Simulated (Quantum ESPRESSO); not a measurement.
## Kohn-Sham bands of SrPb (Cmcm)

```xyz
4
Lattice="0.0000 0.0000 4.6829 -5.1106 0.0000 0.0000 2.5553 -6.1182 0.0000" Properties=species:S:1:pos:R:3 pbc="T T T"
Sr     0.0000    -1.6271    -1.1707
Sr     0.0000     1.6271     1.1707
Pb    -2.5553     1.0265    -1.1707
Pb     2.5553    -1.0265     1.1707
```

Materials Project entry mp-21093; symmetrised, unrelaxed at this level. COD (Crystallography Open Database) has an entry of this formula and space group (matched by these alone). Computed values, not measurements, from PBEsol: Quantum ESPRESSO (norm-conserving PseudoDojo potentials, cutoff 55 Ry, no spin polarisation, no spin-orbit coupling) on a Γ-centred 4×4×4 mesh, then Wannier90. Density: 10×10×10 mesh, cold smearing 0.01 Ry. Spin-orbit coupling is left out although heavy elements are present.

**Question.** List the Kohn-Sham levels between −8 and 3.0 eV relative to the Fermi level at the high-symmetry points, as a band run of pw.x on that density gives them (levels within 2 meV counted together).

**Answer.** 
```tsv
point	k (reciprocal lattice)	levels (eV)
Γ	0.000 0.000 0.000	-7.13, -2.07, -1.22, -0.88, 0.14, 0.64, 0.86, 1.86, 2.09, 2.85, 2.85
Y	0.000 0.000 -0.500	-7.40, -1.13, -1.03, -0.93, -0.88, 0.28, 1.80, 1.84, 1.89, 1.90, 2.79, 2.90
C_0	0.000 -0.413 -0.294	-7.03, -3.26, -1.40, -1.30, -1.14, 0.31, 1.18, 1.82, 2.63, 2.73, 2.75
Σ_0	0.000 -0.587 0.294	-7.03, -3.26, -1.40, -1.30, -1.14, 0.31, 1.18, 1.82, 2.63, 2.73, 2.75
Z	0.500 0.000 0.000	-2.25 (×2), -0.93 (×2), -0.26 (×2), 2.04 (×2)
A_0	0.500 -0.587 0.294	-2.42 (×2), -1.49 (×2), 0.76 (×2), 2.33 (×2)
E_0	0.500 -0.413 -0.294	-2.42 (×2), -1.49 (×2), 0.76 (×2), 2.33 (×2)
T	0.500 0.000 -0.500	-3.19 (×2), -0.68 (×2), 0.98 (×2), 2.72 (×2), 2.83 (×2)
S	0.000 -0.500 0.000	-6.98, -3.27, -1.98, -1.31, -0.90, 0.65, 1.09, 2.07, 2.66, 2.94
R	0.500 -0.500 0.000	-2.25 (×2), -1.44 (×2), 0.25 (×2), 2.79 (×2)
```
